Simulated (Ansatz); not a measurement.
The end point of a relaxation of AlNi. Space group Pm-3m (No. 221), CsCl type. These are PBE (plane waves to 420 eV, PAW, scalar-relativistic; Ansatz, a first-principles code) values and carry that method's errors.

```cif
data_AlNi
_chemical_formula_sum 'Al1 Ni1'
_space_group_name_H-M_alt 'P 1'
_space_group_IT_number 1
_cell_length_a 2.89266
_cell_length_b 2.89266
_cell_length_c 2.89266
_cell_angle_alpha 90.000
_cell_angle_beta 90.000
_cell_angle_gamma 90.000
loop_
_space_group_symop_operation_xyz
  'x, y, z'
loop_
_atom_site_label
_atom_site_type_symbol
_atom_site_fract_x
_atom_site_fract_y
_atom_site_fract_z
_atom_site_occupancy
Al1 Al 0.00000 0.00000 0.00000 1
Ni1 Ni 0.50000 0.50000 0.50000 1
```

- Volume per atom: 12.10 Å³
- Density: 5.88 g/cm³
- Band gap: zero (metallic)
- Magnetic moment: zero (the starting moments vanished)
- Shortest distances: Al–Ni 2.51 Å; Al–Al 2.89 Å; Ni–Ni 2.89 Å
- k-mesh: 16×16×16

No spin polarisation in the result: the starting moments vanished. A magnetic state may lie lower.

Measured for AlNi: a 2.882 Å (static lattice; corrected from measurement; as listed in H. Levämäki et al., Physical Review B (2014)). Computed minus measured — a: PBE +0.4 %. The computed values are for a static lattice.

The run could not lose the symmetry of its start; a randomly shaken copy of 2 atoms returns to this structure.

All atoms sit on sites fixed by symmetry, so only the cell could relax.
